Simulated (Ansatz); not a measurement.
A geometry of TiAl away from equilibrium: step 2 of the relaxation of a relaxed TiAl cell, doubled along one cell vector, shaken by Gaussian noise of σ = 0.08 Å a coordinate. Level of theory: PBEsol (plane waves to 420 eV, PAW, scalar-relativistic; Ansatz, a quantum-chemistry and plane-wave program). Γ-centred k-mesh 10×5×11 on the run's cell (coarser than for final values), Fermi–Dirac smearing 0.05 eV.

```xyz
4
Lattice="3.2781 0.0178 -0.0208 0.0356 6.6202 0.0116 -0.0179 0.0050 2.8644" Properties=species:S:1:pos:R:3 pbc="T T T"
Al    -0.0263     0.1620    -0.0210
Al     0.0083     3.4586    -0.0143
Ti     1.6575     1.7924     1.4039
Ti     1.6178     5.1432     1.4010
```

Question: Give the Cartesian forces on all atoms (eV/Å).

Answer: 
```
atom     Fx     Fy     Fz
----  -----  -----  -----
Al1    0.13  -0.13  -0.02
Al2   -0.01  -0.01  -0.03
Ti3   -0.33   0.25  -0.01
Ti4    0.21  -0.11   0.07
```

Question: What is the pressure?

Answer: +2.2 GPa, compression positive.

No spin polarisation in the result.

The first start was generated by a random draw of sites in a space group. A measured structure of TiAl has the same space group, P4/mmm (No. 123); the sites were not compared with it.
